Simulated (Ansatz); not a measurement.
The relaxed structure here is a generated cell of TiAl: the first start was made by placing the elements on the sites of a structure type, and the end was not matched to a known phase here, so it may be hypothetical. Known forms of TiAl include space group No. 123.

One starting cell of TiAl (a generated cell, TiAl placed in the NaTl structure type) was relaxed twice with Ansatz (plane waves, PAW, scalar-relativistic): with r2SCAN at 500 eV and with PBE at 420 eV. The r2SCAN result:

```yaml
crystal:
  lattice:
    - [0.00000, 3.17473, 3.17473]
    - [3.17473, 0.00000, 3.17473]
    - [3.17473, 3.17473, 0.00000]
  atoms:
    - { symbol: Al, position: [0.25000, 0.25000, 0.25000] }
    - { symbol: Al, position: [0.00000, 0.00000, 0.00000] }
    - { symbol: Ti, position: [0.50000, 0.50000, 0.50000] }
    - { symbol: Ti, position: [0.75000, 0.75000, 0.75000] }
```

```tsv
quantity	r2SCAN	PBE
space group	Fd-3m	Fd-3m
volume (Å³/atom)	16.00	16.24
a (Å)	6.349	6.381
gap (eV, no spin-orbit coupling)	0.00	0.00
```

Both levels end in the same structure; PBE's volume is 1.5 % larger. Neither column is exact.

No spin polarisation in the result. A magnetic state may lie lower.

The run could not lower the symmetry of its start; a shaken copy of this end point relaxes with r2SCAN to I4₁/amd (No. 141), 0.33 eV/atom lower.

Ansatz is a first-principles code.
